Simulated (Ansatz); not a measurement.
Q: Name crystals whose computed values (PBEsol in the plane-wave PAW code Ansatz) fall in these windows: HSE06 gap (eV) 0.81 to 1.0; gap (eV) 0.088 to 0.12; B₀ by P(V) fit (GPa) 21 to 25.

A: 

```
crystal                                      HSE06 gap (eV)  gap (eV)  B₀ by P(V) fit (GPa)
-------------------------------------------  --------------  --------  --------------------
In2Te3, Imm2 (In on 4d, Te on 4d, Te on 2a)            0.90      0.10                  23.0
```
Others may fit too.

Standing as an ambient phase not checked: In2Te3, Imm2 (In on 4d, Te on 4d, Te on 2a). The cell was relaxed under the symmetry of its start. Scalar-relativistic: spin–orbit coupling is off unless named, which matters more the heavier the elements.

Potentials: the later of the program's two PAW sets.
